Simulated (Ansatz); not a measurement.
NiS:
```cif
data_Ni9S9
_chemical_formula_sum 'Ni9 S9'
_space_group_name_H-M_alt 'R3m :H'
_space_group_IT_number 160
_space_group_name_Hall 'R 3 -2"'
_cell_length_a 9.31005
_cell_length_b 9.31005
_cell_length_c 3.07189
_cell_angle_alpha 90.000
_cell_angle_beta 90.000
_cell_angle_gamma 120.000
loop_
_atom_site_label
_atom_site_type_symbol
_atom_site_symmetry_multiplicity
_atom_site_Wyckoff_symbol
_atom_site_fract_x
_atom_site_fract_y
_atom_site_fract_z
_atom_site_occupancy
Ni1 Ni 9 b 0.17638 0.08819 0.48528 1
S1 S 9 b 0.11246 0.22492 0.00653 1
```
(The calculation used a cell of 6 atoms; values per cell refer to that cell.)

Relaxed at zero pressure with LDA in the plane-wave PAW code Ansatz.

Problem. The volume is raised by 9 % and shape and atoms relax at that volume. What pressure results, and how do the axes share the change?

Solution. -11.0 GPa; a 3.0 %, b 3.0 %, c 2.7 %; the energy rises by 43 meV/atom.

Problem. Give the new structure.

Solution. 
Space group R3m, hexagonal axes (No. 160); a = b = 9.5918 Å, c = 3.1545 Å, α = β = 90.00°, γ = 120.00°

```csv
atom,site,symmetry,x,y,z
Ni,9b,.m,0.1750,0.0875,0.4808
S,9b,.m,0.1114,0.2228,0.0110
```

The phase is kept; no other phase was compared at this pressure.

The workflow started from a Materials Project entry (that database holds measured and hypothetical structures alike); the Crystallography Open Database files this formula in space group No. 160, but the cells were not matched. Its standing as an ambient phase is unchecked. The LDA relaxation kept the symmetry of its start; its stability against distortions is not shown here. No spin polarisation was allowed.

Potentials: the later of the program's two PAW sets.
